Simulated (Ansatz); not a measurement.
**Cs3Tl2Cl9: gradients before and after relaxing the atoms**

Start: an entry of the Crystallography Open Database (COD).

Space group R-3c:H (No. 167); a = 12.8118, c = 18.2636 Å, γ = 120.00°.

```
site  Wyckoff  site symmetry       x       y       z
  Cs      18e             .2  0.0000  0.6667  0.4167
  Tl      12c             3.  0.0000  0.0000  0.8500
Cl11      18e             .2  0.1667  0.0000  0.7500
Cl17      36f              1  0.5000  0.8333  0.5833
```

One atom of each set is listed; the run and its k-mesh use a cell of 28 atoms with edges of 9.58, 9.58, 9.58 Å.

Level of theory: DFT, PBE, plane waves and PAW, scalar-relativistic, 420 eV cutoff, Γ-centred 3×3×3 k-points, Fermi–Dirac smearing 0.02 eV (Ansatz 0.2.0).

The largest force at the start is 0.69 eV/Å. Relaxing the ions at fixed cell moves them by 0.155 Å at most (atom 26, Cl) and 0.118 Å rms.

```
site  moved (Å)         first shell before          first shell after  V_zz before (10²¹ V/m²)  η before
  Cs      0.061       12 Cl at 3.70–3.72 Å       12 Cl at 3.62–3.76 Å                     1.38      0.09
  Tl      0.048        6 Cl at 2.46–2.81 Å        6 Cl at 2.52–2.76 Å                    14.21      0.00
Cl11      0.109  2 Tl at 2.81 Å, angle 81°  2 Tl at 2.76 Å, angle 86°                    -9.78      0.34
Cl17      0.155             1 Tl at 2.46 Å             1 Tl at 2.52 Å                    18.29      0.10
```

Q: How do the gradients change?

A: 

```csv
site,V_zz after,η after,change of V_zz
Cs,1.23,0.02,-0.15
Tl,11.51,0.00,-2.70
Cl11,-10.20,0.15,-0.42
Cl17,18.52,0.08,+0.23
```

The largest change of V_zz is on Tl, from 14.21 to 11.51. In per cent, |V_zz| changes by -11 on Cs, -19 on Tl, +1 to +4 on Cl (all sites that start above 0.5). On Cl11 V_xx and V_yy change places (or their axes turn by over 50°), so the two values of η hide a larger change.

Spin–orbit coupling is left out, which shifts gradients on Tl by a few per cent, and by more where contributions nearly cancel.
